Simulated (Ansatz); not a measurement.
KBr:
```
CELL_PARAMETERS angstrom
      0.00000     3.27503     3.27503
      3.27503     0.00000     3.27503
      3.27503     3.27503     0.00000
ATOMIC_POSITIONS crystal
  K  0.00000 0.00000 0.00000
  Br 0.50000 0.50000 0.50000
```

Relaxed with PBEsol. Special points in fractions of this cell's reciprocal vectors: Γ (0.000, 0.000, 0.000); X (0.500, 0.000, 0.500); U (0.625, 0.250, 0.625); K (0.375, 0.375, 0.750); L (0.500, 0.500, 0.500); W (0.500, 0.250, 0.750).

List the band energies nearest the valence-band maximum at these points for PBEsol in the plane-wave PAW code Ansatz.

In eV from the valence-band maximum; about four levels below and three above (degenerate sets whole), none deeper than 8.9 eV; points with the same levels are listed once.

```json
[
 {"k": "Γ", "below": "0.00 0.00 0.00", "above": "4.34 7.53 7.53 7.53"},
 {"k": "X", "below": "-0.86 -0.30 -0.30", "above": "5.72 7.18 9.35"},
 {"k": "U", "below": "-0.73 -0.68 -0.35", "above": "6.47 8.16 8.41"},
 {"k": "L", "below": "-1.25 -0.36 -0.36", "above": "6.48 8.21 9.76 9.76"},
 {"k": "W", "below": "-0.62 -0.62 -0.57", "above": "7.30 7.30 8.26"}
]
```

Space group Fm-3m (rock salt). The cell was relaxed with PBEsol under the symmetry of its start. Spin–orbit coupling is left out wherever it is not named.

Potentials: the later of the program's two PAW sets.
